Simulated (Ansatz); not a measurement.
GaP (zinc blende, F-43m), plane-wave PAW r²SCAN (Ansatz code): ε∞ = 9.36, cell volume 40.50 Å³. Infrared-active transverse modes:

```
ω_TO (cm⁻¹)  oscillator strength S_xx (e²/amu)
-----------  ---------------------------------
359.7                                   0.2152
```

Compute the static dielectric constant.

Each mode adds (4.921e7/V) S/ω²: 2.02. So ε0 = 11.4.

What LO frequency does the Lyddane–Sachs–Teller relation give?

ω_LO = ω_TO √(ε0/ε∞) = 397 cm⁻¹.

The cell was relaxed with r²SCAN under the symmetry of its start; phonons on a q-mesh show no instability. Spin–orbit coupling is left out wherever it is not named.

Potentials: the later of the program's two PAW sets.
